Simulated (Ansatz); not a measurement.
Level of theory: DFT PBE, scalar-relativistic, plane waves, PAW (Ansatz 0.2.0). All cells share a 420 eV cutoff and Γ-centred k meshes spaced at most about 0.3 Å⁻¹ (about 0.25 or finer for metals, 2π included). No spin polarisation in the final relaxations.

These are static total energies at zero pressure.

Two relaxed structures of Be2ZnTe2Se:

A. Space group P4mm (No. 99), tetragonal, a = 3.749 Å, c = 11.487 Å. Be has 4 Te at 2.45 Å and 4 Be at 2.65 Å; around Zn lie 4 Se at 2.65 Å; around Te on its first site lie 4 Be at 2.45 Å; Te on its second site has 4 Be at 2.45 Å; around Se lie 4 Zn at 2.65 Å.

B. Space group I4/mmm (No. 139), tetragonal, a = 3.754 Å, c = 20.687 Å. Be has 4 Te at 2.45 Å and 4 Be at 2.65 Å; around Zn lie 4 Se at 2.65 Å; Te has 4 Be at 2.45 Å; around Se lie 4 Zn at 2.65 Å.

Question: Which form is favoured at zero pressure, and by what margin per atom?

Answer: They are level within the accuracy (2 meV/atom apart, with B the lower in these runs). A has space group P4mm (No. 99), 26.9 Å³/atom and no gap on its mesh; B has space group I4/mmm (No. 139), 24.3 Å³/atom and no gap. Both come from invented guesses.

The k mesh leaves some 4 meV/atom of noise in the energy of each metallic cell. No dispersion correction is applied, so the spacing and binding between layers, chains or molecules are poorly described (P4mm, I4/mmm), and this can change margins and order among such cells. These runs have no spin–orbit coupling, which can matter for Te. The zero gap of P4mm may come from the functional, which often closes small gaps. Cells relaxed within their symmetry can be saddle points.
